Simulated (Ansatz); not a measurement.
## What DFT gives for YIn$_{2}$Ni

```
Ni Y In
1.0
     4.32039    0.00000    0.00000
     2.16020   -5.21627    0.00000
     0.00000    0.00000   -7.30878
Ni Y In
2 2 4
Direct
  0.78756 0.42488 0.75000
  0.21244 0.57512 0.25000
  0.06858 0.86284 0.75000
  0.93142 0.13716 0.25000
  0.35706 0.28588 0.95022
  0.64294 0.71412 0.45022
  0.64294 0.71412 0.04978
  0.35706 0.28588 0.54978
```

Single point in Ansatz 0.2.0 with r2SCAN, no spin polarisation. Cutoff 500 eV, PAW datasets, 9×9×5 Γ-centred k mesh, fermi-dirac filling (width 0.1 eV).

Problem. Is the cell too large or too small?

Solution. The pressure is -0.1 GPa (compression positive), so with the atoms held at these fractions the cell is close to zero pressure.

Problem. What do density and ELF say about some of the short contacts?

Solution. Ni–In at 2.66 Å: least valence density 0.30 e/Å³ and ELF 0.32 there. In–In at 2.93 Å: least valence density 0.24 e/Å³ and ELF 0.34 there. Ni–Y at 2.93 Å: least valence density 0.19 e/Å³ and ELF 0.21 there. Both are smooth PAW fields, read partly inside the augmentation spheres.

Problem. Is there a gap?

Solution. It is a metal, with about 3.7 states/eV a cell as the mean within 0.25 eV of the Fermi level, mostly Y d (39 %), In p (32 %) and Ni d (19 %).

Problem. Give the Bader charges.

Solution. Bader charges in e: Y +1.61, In -0.36, Ni -0.90. In the mean Y gives up most and Ni takes most.

Origin: a database entry at a rescaled volume. Caveats: no spin polarisation, so a magnetic state may lie lower.
